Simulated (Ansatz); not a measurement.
## Calculated with Ansatz: Cs2HfSe6, settings compared

The input file (Ansatz 0.2.0, plane waves):

```yaml
crystal:
  lattice:
    - [3.713166, 6.43139, 0.0]
    - [-3.713166, 6.43139, 0.0]
    - [0.0, 0.0, 5.810902]
  atoms:
    - { symbol: Hf, position: [0.0, 0.0, 0.0] }
    - { symbol: Cs, position: [0.3333, 0.3334, 0.692] }
    - { symbol: Cs, position: [0.6667, 0.6666, 0.308] }
    - { symbol: Se, position: [0.16, 0.68, 0.198] }
    - { symbol: Se, position: [0.16, 0.16, 0.198] }
    - { symbol: Se, position: [0.68, 0.16, 0.198] }
    - { symbol: Se, position: [0.84, 0.32, 0.802] }
    - { symbol: Se, position: [0.32, 0.84, 0.802] }
    - { symbol: Se, position: [0.84, 0.84, 0.802] }
  symmetry: { tolerance: 0.0003 }
kpoints:
  mp_grid: { grid: [3, 3, 3], shift: [0, 0, 0] }
magnetization:
  spin_polarized: false
scf:
  occupations: { method: fermi_dirac }
hamiltonian:
  pseudopotentials: { kind: paw }
  xc: pbe
basis:
  ecutwfc: 420
output:
  forces: true
  stress: true
  eigenvalues: true
  write_density: true
  write_potential: true
  elf: true
  volumetric_format: npy
```

The command:

```bash
ansatz run input.yaml --threads 1 --pin off --max-ram 2560MiB --backend cpu --events-out ev --progress --plain --runs-dir out
```

Origin of the cell: a known structure type with other elements, at an estimated volume, so it need not be a known compound.

The smearing width isn't typed, so it takes its default of 0.1 eV.

Output of this run (shortened):

```
Warning: the atoms were moved onto the symmetric positions of the space group found under crystal.symmetry.tolerance 3.0e-4 (fractional; no operation is sought that the atoms, as they stand i […]
Pseudopotentials: kind: paw
Pseudopotential: Hf, paw, valence charge 26, recommended cutoff 420 eV (normal), Hf.paw.azcp
Pseudopotential: Cs, paw, valence charge 9, recommended cutoff 420 eV (normal), Cs.paw.azcp
Pseudopotential: Se, paw, valence charge 16, recommended cutoff 420 eV (normal), Se.paw.azcp
Functional definition: PBE
  exchange = pbe_x(kappa = kappa, mu = beta*pi^2/3)
  correlation = pbe_c(beta = beta)
Crystal: 9 atoms, lattice volume = 277.538 Å³
Basis set: ecut = 420 eV, 5443 PW (Γ), exchange–correlation on 100×100×80 points (8 copies of the dense FFT grid, shifted against one another)
Bands: 84, of which v1, the nominal top of the filled ones, is band 70 counted from 1 (69 counted from 0)
Symmetry: 12 space group operations
[… 8 lines left out …]
Initial density: superposition of atomic densities (neutral atoms: chi_scale 0, normalization atom), corrected by the library's trained network
Functional: x = pbe(κ = 0.804, μ = 0.219515), c = pbe(β = 0.066725)
SCF iter   1: F=—  HF=-59879.158283 eV  Δρ=2.91e-3  dr2=2.52e-2  defer=11
SCF iter   2: F=—  HF=-59879.163618 eV  Δρ=1.80e-3  dr2=1.46e-2  defer=26
SCF iter   3: F=—  HF=-59879.160049 eV  Δρ=4.47e-4  dr2=5.68e-4  defer=26
SCF iter   4: F=—  HF=-59879.159759 eV  Δρ=2.01e-4  dr2=1.57e-4  defer=26
SCF iter   5: F=—  HF=-59879.159794 eV  Δρ=7.89e-5  dr2=3.18e-5  defer=26
SCF iter   6: F=—  HF=-59879.159690 eV  Δρ=2.43e-5  dr2=2.86e-6  defer=26
SCF iter   7: F=—  HF=-59879.159690 eV  Δρ=5.56e-6  dr2=1.71e-7  defer=26
SCF iter   8: F=-59879.159690 eV  HF=-59879.159690 eV  Δρ=1.93e-6  dr2=1.80e-8
SCF 1 converged in 8 iterations: F = -59879.159690 eV  dr2 = 1.80e-8
SCF converged after 8 iterations
Free energy (F): -59879.159690 eV
Harris-Foulkes:  -59879.159690 eV  (|F-HF|=2.91e-9)
Internal energy: -59878.770791 eV  (E = F + TS)
E sigma→0 (E₀):  -59878.965241 eV
Entropy (-TS):   -0.388899 eV (-43.211 meV/atom)
Fermi energy:    7.080415 eV
--- Per-component energies (eV) ---
  E_band       = -2672.510991
  E_kinetic    = 1441.965744
  E_local      = -28227.393386  (includes V_loc(G=0)·N_el)
  E_nonlocal   = -4756.426347
  E_hartree    = 13649.229759
  E_xc         = -1280.691421
  E_vxc        = -1116.679058  (∫ρ·V_xc dr)
  E_paw        = -28531.769797  (= ΣΔE_a)
  E_vpaw       = 2687.579205  (= ΣTr[D̂ρ^β])
  E_aug_tail   = -0.003553  (compensation charges beyond the density's cutoff)
  E_ewald      = -12173.681790
  E_smearing   = -0.388899  (= −TS)
  Σ components = -59879.159690   (vs F -59879.159690, Δ=0.00e0)
--- Forces (eV/Å), atoms counted from 1 ---
  atom   1  Hf     0.000000    -0.000000     0.000000
  atom   2  Cs     0.000000    -0.000000     0.060750
  atom   3  Cs    -0.000000     0.000000    -0.060750
  atom   4  Se     2.700686    -1.559242     2.254333
  atom   5  Se     0.000000     3.118483     2.254333
  atom   6  Se    -2.700686    -1.559242     2.254333
  atom   7  Se    -2.700686     1.559242    -2.254333
  atom   8  Se     2.700686     1.559242    -2.254333
  atom   9  Se    -0.000000    -3.118483    -2.254333
  max |Σ_I F_I| component: 9.58e-16 eV/Å
--- Stress (GPa, compression-positive) ---
       12.232857       0.000000       0.000000
        0.000000      12.232857      -0.000000
        0.000000      -0.000000       8.599118
  P = ⅓ Tr σ = 11.0216 GPa (110.216 kbar)
```

The same input was run again with these changes:

1. `kpoints.mp_grid.shift` [0, 0, 0] → [0.5, 0.5, 0.5]; `hamiltonian.xc` pbe → lda; `scf.convergence.dr2_threshold` default → 0.0001
2. `basis.xc_grid` default → 3
3. `scf.mixing.algorithm` default → broyden; `scf.mixing.beta` default → 0.7
4. `accuracy` default → low; `total_charge` default → -1

```json
{"run": "base", "end": "converged", "SCF iterations": "8", "P (GPa)": "11.02", "max force component (eV/Å)": "3.118", "moment (μB)": "–", "ΔE(σ→0) (meV/atom)": "0"}
{"run": "1", "end": "converged", "SCF iterations": "6", "P (GPa)": "6.97", "max force component (eV/Å)": "2.748", "moment (μB)": "–", "ΔE(σ→0) (meV/atom)": "–"}
{"run": "2", "end": "converged", "SCF iterations": "8", "P (GPa)": "11.02", "max force component (eV/Å)": "3.118", "moment (μB)": "–", "ΔE(σ→0) (meV/atom)": "0.00"}
{"run": "3", "end": "converged", "SCF iterations": "8", "P (GPa)": "11.02", "max force component (eV/Å)": "3.118", "moment (μB)": "–", "ΔE(σ→0) (meV/atom)": "0.00"}
{"run": "4", "end": "converged", "SCF iterations": "9", "P (GPa)": "–", "max force component (eV/Å)": "3.287", "moment (μB)": "–", "ΔE(σ→0) (meV/atom)": "–"}
```

Energies are compared only where functional, datasets, charge and starting cell are the same.

Not properties of the system: run 1 (too coarse or loose: `scf.convergence.dr2_threshold` = 0.0001), run 4 (too coarse or loose: `accuracy` = low).

Caveats of the base run: no moments, though an odd count or open d shells may carry them; no spin-orbit coupling, though heavy elements are present; the k mesh is coarse if the cell is a metal.

Run 1: the SCF threshold is loose for forces; the k mesh keeps only part of the crystal's symmetry.
Run 4: charged cell with a uniform background, whose pressure depends on convention.

The base run took 21 s on 1 thread of Intel(R) Xeon(R) Platinum 8259CL CPU @ 2.50GHz (Skylake/Cascade Lake) (shared host), peak memory 0.62 GiB, from the program's own first density.
